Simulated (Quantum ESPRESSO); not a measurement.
Mg3Ru3TiAu, input and log of a self-consistent run

Simulated, not a measurement. The program is pw.x of Quantum ESPRESSO 7.5 (plane-wave density functional theory). The cell is made up: eight metal atoms on a face-centred cubic lattice, with elements, volume, strain and displacements drawn at random and not relaxed, so it may be unstable or far from any real phase. PseudoDojo standard norm-conserving files set the functional (PBE unless stated); there is no spin polarisation or spin-orbit coupling, the Fermi-Dirac width of 0.25 eV means electrons at about 2900 K, and the masses in the input are unused placeholders. Heavy elements are run without spin-orbit coupling, which real alloys of them have. A spin test at this wide smearing found no moment, but such smearing suppresses magnetism that the real alloy may have.

Input:

```
&control calculation='scf', pseudo_dir='./dojo.nc.sr.pbe.v0_5.standard.upf', outdir='./o', disk_io='minimal', tprnfor=.true., tstress=.true. /
&system ibrav=0, nat=8, ntyp=4, nbnd=69, ecutwfc=87.97787729, nosym=.true., tot_charge=0,
 occupations='smearing', smearing='fd', degauss=0.0183746611
/
&electrons conv_thr=1.470e-08, electron_maxstep=70, mixing_beta=0.5 /
ATOMIC_SPECIES
Au 1.0 Au.upf
Mg 1.0 Mg.upf
Ru 1.0 Ru.upf
Ti 1.0 Ti.upf
CELL_PARAMETERS angstrom
-1.9917 -4.1002 -2.0473
-3.9846 2.0324 2.0838
0.0692 4.0012 -3.9656
ATOMIC_POSITIONS angstrom
Mg 0.0556 -0.019 -0.0356
Ru -0.0328 2.0328 -1.9271
Mg -2.0105 2.0422 0.0417
Mg -1.8822 4.062 -1.9885
Ti -1.9266 -0.0348 -2.0043
Au -1.8774 1.8679 -3.9842
Ru -3.9578 0.011 -0.024
Ru -3.8857 2.0799 -1.9322
K_POINTS automatic
5 5 5 1 1 1
```

The log is shortened where brackets say so; the opening notice, blank lines, dates and the lines on written files are dropped, and the path of the files is cut. It prints rydbergs, bohrs and kilobars, and counts compression as positive stress. Its total energy is the free energy E - TS of the whole cell.

```
     Program PWSCF v.7.5
     Parallel version (MPI & OpenMP), running on       4 processor cores
     Number of MPI processes:                 4
     Threads/MPI process:                     1
     [start-up lines left out]
     bravais-lattice index     =            0
     lattice parameter (alat)  =       9.4429  a.u.
     unit-cell volume          =     875.8289 (a.u.)^3
     number of atoms/cell      =            8
     number of atomic types    =            4
     number of electrons       =       109.00
     number of Kohn-Sham states=           69
     kinetic-energy cutoff     =      87.9779  Ry
     charge density cutoff     =     351.9115  Ry
     scf convergence threshold =      1.5E-08
     mixing beta               =       0.5000
     number of iterations used =            8  plain     mixing
     Exchange-correlation= PBE
                           (   1   4   3   4   0   0   0)
     [axes and pseudopotential details left out]
   Cartesian axes
     site n.     atom                  positions (alat units)
         1        Mg     tau(   1) = (   0.0111267  -0.0038023  -0.0071243  )
         2        Ru     tau(   2) = (  -0.0065639   0.4068046  -0.3856519  )
         3        Mg     tau(   3) = (  -0.4023419   0.4086857   0.0083450  )
         4        Mg     tau(   4) = (  -0.3766665   0.8128888  -0.3979393  )
         5        Ti     tau(   5) = (  -0.3855518  -0.0069642  -0.4011012  )
         6        Au     tau(   6) = (  -0.3757059   0.3738048  -0.7973194  )
         7        Ru     tau(   7) = (  -0.7920362   0.0022013  -0.0048029  )
         8        Ru     tau(   8) = (  -0.7776075   0.4162303  -0.3866725  )
     number of k points=    63  Fermi-Dirac smearing, width (Ry)=  0.0184
                       cart. coord. in units 2pi/alat
        k(    1) = (  -0.1741528   0.0180607  -0.1108247), wk =   0.0320000
        k(    2) = (  -0.2079044   0.1128376  -0.2678029), wk =   0.0320000
     [further k points left out]
     Dense  grid:    97623 G-vectors     FFT dimensions: (  60,  60,  64)
     Estimated max dynamical RAM per process >     369.97 MB
     Estimated total dynamical RAM >       1.38 GB
     Initial potential from superposition of free atoms
     starting charge     108.9936, renormalised to     109.0000
     Starting wfcs are   65 randomized atomic wfcs +    4 random wfcs
     total cpu time spent up to now is        5.1 secs
     per-process dynamical memory:   299.7 Mb
     Self-consistent Calculation
     iteration #  1     ecut=    87.98 Ry     beta= 0.50
     Davidson diagonalization with overlap
     ethr =  1.00E-02,  avg # of iterations =  3.1
     total cpu time spent up to now is       18.2 secs
     total energy              =   -1377.01781246 Ry
     estimated scf accuracy    <       1.88651732 Ry
     iteration #  2     ecut=    87.98 Ry     beta= 0.50
     Davidson diagonalization with overlap
     ethr =  1.73E-03,  avg # of iterations =  3.3
     total cpu time spent up to now is       33.4 secs
     total energy              =   -1377.29409552 Ry
     estimated scf accuracy    <       8.34131764 Ry
     iteration #  3     ecut=    87.98 Ry     beta= 0.50
     Davidson diagonalization with overlap
     ethr =  1.73E-03,  avg # of iterations =  2.5
     total cpu time spent up to now is       47.5 secs
     total energy              =   -1377.82442185 Ry
     estimated scf accuracy    <       2.26997925 Ry
     iteration #  4     ecut=    87.98 Ry     beta= 0.50
     Davidson diagonalization with overlap
     ethr =  1.73E-03,  avg # of iterations =  2.0
     total cpu time spent up to now is       59.9 secs
     total energy              =   -1377.96464530 Ry
     estimated scf accuracy    <       0.39543097 Ry
     iteration #  5     ecut=    87.98 Ry     beta= 0.50
     Davidson diagonalization with overlap
     ethr =  3.63E-04,  avg # of iterations =  2.2
     total cpu time spent up to now is       72.4 secs
     total energy              =   -1377.98767033 Ry
     estimated scf accuracy    <       0.13274769 Ry
     [iterations 6 to 10 left out]
     iteration # 11     ecut=    87.98 Ry     beta= 0.50
     Davidson diagonalization with overlap
     ethr =  1.02E-06,  avg # of iterations =  3.1
     total cpu time spent up to now is      146.2 secs
     total energy              =   -1378.01068770 Ry
     estimated scf accuracy    <       0.00012869 Ry
     iteration # 12     ecut=    87.98 Ry     beta= 0.50
     Davidson diagonalization with overlap
     ethr =  1.18E-07,  avg # of iterations =  1.1
     total cpu time spent up to now is      157.9 secs
     total energy              =   -1378.01069536 Ry
     estimated scf accuracy    <       0.00000025 Ry
     iteration # 13     ecut=    87.98 Ry     beta= 0.50
     Davidson diagonalization with overlap
     ethr =  2.29E-10,  avg # of iterations =  4.0
     total cpu time spent up to now is      172.6 secs
     total energy              =   -1378.01069542 Ry
     estimated scf accuracy    <       0.00000004 Ry
     iteration # 14     ecut=    87.98 Ry     beta= 0.50
     Davidson diagonalization with overlap
     ethr =  3.82E-11,  avg # of iterations =  2.0
     total cpu time spent up to now is      185.2 secs
     total energy              =   -1378.01069542 Ry
     estimated scf accuracy    <       0.00000002 Ry
     iteration # 15     ecut=    87.98 Ry     beta= 0.50
     Davidson diagonalization with overlap
     ethr =  1.96E-11,  avg # of iterations =  1.0
     total cpu time spent up to now is      196.4 secs
     End of self-consistent calculation
     [lines on levels left out]
!    total energy              =   -1378.01069542 Ry
     estimated scf accuracy    <          4.0E-09 Ry
     smearing contrib. (-TS)   =      -0.11641151 Ry
     internal energy E=F+TS    =   -1377.89428391 Ry
     The total energy is F=E-TS. E is the sum of the following terms:
     one-electron contribution =    -551.71615084 Ry
     hartree contribution      =     311.48988923 Ry
     xc contribution           =    -219.61312024 Ry
     ewald contribution        =    -918.05490207 Ry
     convergence has been achieved in  15 iterations
     Forces acting on atoms (cartesian axes, Ry/au):
     atom    1 type  2   force =     0.01086141    0.00259976    0.01686657
     atom    2 type  3   force =     0.02658227   -0.00374626    0.01990261
     atom    3 type  2   force =    -0.00527599    0.01903984   -0.01422195
     atom    4 type  2   force =    -0.02374439   -0.02495684    0.01538534
     atom    5 type  4   force =     0.01881145    0.00128654   -0.00841200
     atom    6 type  1   force =    -0.02310733    0.03769968   -0.01199926
     atom    7 type  3   force =    -0.00307737   -0.01065716   -0.01322333
     atom    8 type  3   force =    -0.00105004   -0.02126556   -0.00429797
     Total force =     0.082687     Total SCF correction =     0.000114
     Computing stress (Cartesian axis) and pressure
          total   stress  (Ry/bohr**3)                   (kbar)     P=       -5.58
  -0.00000257  -0.00012056   0.00021315           -0.38      -17.74       31.36
  -0.00012056  -0.00012162  -0.00022895          -17.74      -17.89      -33.68
   0.00021315  -0.00022895   0.00001040           31.36      -33.68        1.53
     init_run     :      4.75s CPU      4.99s WALL (       1 calls)
     electrons    :    185.94s CPU    191.35s WALL (       1 calls)
     forces       :      1.66s CPU      1.69s WALL (       1 calls)
     stress       :      5.68s CPU      5.68s WALL (       1 calls)
     [timing details left out]
     PWSCF        :   3m18.10s CPU   3m23.86s WALL
     JOB DONE.
```

In other units: free energy -18748.791 eV for the cell, pressure -0.56 GPa, largest force component 0.969 eV/Å in size. The run took 206 s of wall time with four MPI processes on a shared machine (Intel Xeon, 2023 or later, virtual cores), so the time is rough. A rerun of this cell at a higher cutoff and on a denser mesh moved values by no more than 0.005 eV in energy, 0.03 GPa in stress and 0.011 eV/Å in force, and a second program with other atomic files agreed on that cell to 2 % rms in force and 0.5 GPa in pressure.